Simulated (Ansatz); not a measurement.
WSe2 built on the 2H-MoS2 prototype at its r2SCAN+rVV10 geometry, in Ansatz 0.2.0. One PBEsol run serves as the base. The settings are then varied one at a time, some on purpose to values that make no sense. Doubtful ones may also carry a cap on iterations. All numbers are computed, and spin polarisation is off unless an edit sets a moment.

Base input:
```yaml
crystal:
  lattice:
    - [3.2996674443, 0.0, 0.0]
    - [-1.6498337221, 2.8575958308, 0.0]
    - [0.0, 0.0, 13.1487009308]
  atoms:
    - { symbol: W, position: [0.3333333333, 0.6666666667, 0.25] }
    - { symbol: W, position: [0.6666666667, 0.3333333333, 0.75] }
    - { symbol: Se, position: [0.6666666667, 0.3333333333, 0.3766602599] }
    - { symbol: Se, position: [0.6666666667, 0.3333333333, 0.1233397401] }
    - { symbol: Se, position: [0.3333333333, 0.6666666667, 0.8766602599] }
    - { symbol: Se, position: [0.3333333333, 0.6666666667, 0.6233397401] }
kpoints:
  mp_grid: { grid: [6, 6, 2] }
hamiltonian:
  xc: pbesol
scf:
  occupations: { method: fixed }
  n_extra_bands: 5
output:
  forces: true
  stress: true
  eigenvalues: true
```

Base results:
```
Basis set: ecut = 420 eV, 2479 PW (Γ)
Symmetry: 24 space group operations
Space group: P63/mmc (ITA 194)
k-points: 14 of 72
SCF converged after 7 iterations
Free energy (F): -42213.517292 eV
Fermi energy:    12.448125 eV
--- Forces (eV/Å), atoms counted from 1 ---
  atom   1  W       0.00000      0.00000      0.00000
  atom   2  W       0.00000      0.00000      0.00000
  atom   3  Se      0.00000      0.00000    -0.03437
  atom   4  Se      0.00000      0.00000      0.03437
  atom   5  Se      0.00000      0.00000    -0.03437
  atom   6  Se      0.00000      0.00000      0.03437
--- Stress (GPa, compression-positive) ---
       -2.049300       0.000000       0.000000
        0.000000      -2.049300       0.000000
        0.000000       0.000000      -0.256647
  P = ⅓ Tr σ = -1.4517 GPa (-14.517 kbar)
```
The gap over this mesh is 1.009 eV.

Command: `ansatz run input.yaml --threads 4 --pin off --max-ram 4608MiB --backend cpu --events-out ev --progress --plain --runs-dir out`.

Q: The input is altered as follows. How does the run end?
```yaml
scf:
  mixing: { beta: 0.05 }
  max_iter: 50
```

A: It converges in 8 iterations against the base's 7. The result is the base's, as it should be for a key that only affects how the solution is found.

Q: These lines are set or replaced. What follows?
```yaml
scf:
  occupations: { method: cold, width: 0.001 }
```

A: Energy, stress and gap stay within 1 meV an atom, 0.1 GPa and 0.005 eV of the base. The width is small against the gap, so it doesn't matter.

Q: The input is altered as follows. How does the run end?
```yaml
hamiltonian:
  dispersion: d2
```

A: The input is refused before any iteration.
```
Error: YAML parse error: line 17 column 15: hamiltonian.dispersion: `d2` is not `none`, `rvv10`, `d3bj`, `d3bjatm`, `d4` or a map `{method: …, s8: …, a1: …, a2_bohr: …}` (numbers without units, a2 in bohr) or `{method: …, functional: …}`
```

Q: Predict the outcome of this edit.
```yaml
scf:
  occupations: { method: tetrahedron }
```

A: Energy, stress and gap stay within 1 meV an atom, 0.1 GPa and 0.005 eV of the base.

Q: The input is altered as follows. How does the run end?
```yaml
scf:
  max_iter: 74
basis:
  ecutwfc: -100
```

A: The program doesn't start.
```
Error: invalid value for `basis.ecutwfc`: must be finite and > 0; got -100 eV
```

Q: The input is altered as follows. How does the run end?
```yaml
scf:
  n_extra_bands: 1
```

A: Energy, stress and gap stay within 1 meV an atom, 0.1 GPa and 0.005 eV of the base. Empty bands don't enter the energy of an insulator with fixed occupations.

No spin-orbit coupling is included; it can move band edges with weight on the heavy atoms by tenths of an eV.
